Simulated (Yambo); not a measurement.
Absorption of BaF2 (fluorite, space group Fm-3m, No. 225) under isotropic strain of +1 % on all lattice vectors with and without the electron-hole interaction (Yambo, PBEsol bands; 8×8×8 mesh, 6 valence and 3 conduction bands, static screening with 34 bands and a 4 Ry block, scissor 2.94 eV, Tamm-Dancoff; field along x).

```csv
E (eV),"Im ε, BSE","Im ε, independent quasiparticles"
7.65,0.10,0.02
7.75,0.12,0.02
7.85,0.14,0.02
7.95,0.18,0.02
8.05,0.22,0.02
8.15,0.28,0.02
8.25,0.38,0.02
8.35,0.55,0.02
8.45,0.86,0.03
8.55,1.50,0.03
8.65,2.75,0.03
8.75,3.59,0.03
8.85,2.90,0.04
8.95,2.03,0.04
9.05,1.27,0.04
9.15,0.94,0.05
9.25,0.92,0.05
9.35,0.99,0.06
9.45,0.89,0.07
9.55,0.94,0.09
9.65,1.25,0.11
9.75,1.88,0.14
9.85,2.49,0.17
9.95,2.19,0.22
10.05,1.88,0.33
10.15,1.74,0.48
10.25,1.94,0.48
10.35,2.27,0.41
10.45,2.39,0.45
10.55,2.70,0.56
10.65,3.17,0.68
10.75,3.22,0.85
10.85,2.55,0.95
10.95,1.97,0.93
11.05,1.58,0.94
11.15,1.31,1.01
11.25,1.23,1.06
11.35,1.02,1.13
11.45,0.97,1.12
11.55,0.88,1.10
11.65,0.79,1.31
11.75,0.65,1.64
11.85,0.60,1.74
11.95,0.62,1.68
12.05,0.58,1.66
12.15,0.57,1.92
12.25,0.48,2.51
12.35,0.44,3.09
12.45,0.37,3.23
12.55,0.35,3.50
```

The scissor comes from a G0W0 run whose convergence isn't established. Broadening 0.15 eV. The band window holds all transitions up to 12.6 eV. Fine structure above the onset can come from the mesh.

Geometry strained from the cell relaxed with PBEsol, atoms relaxed again; primitive cell a = b = c = 4.3793 Å, α = β = γ = 60.00°.
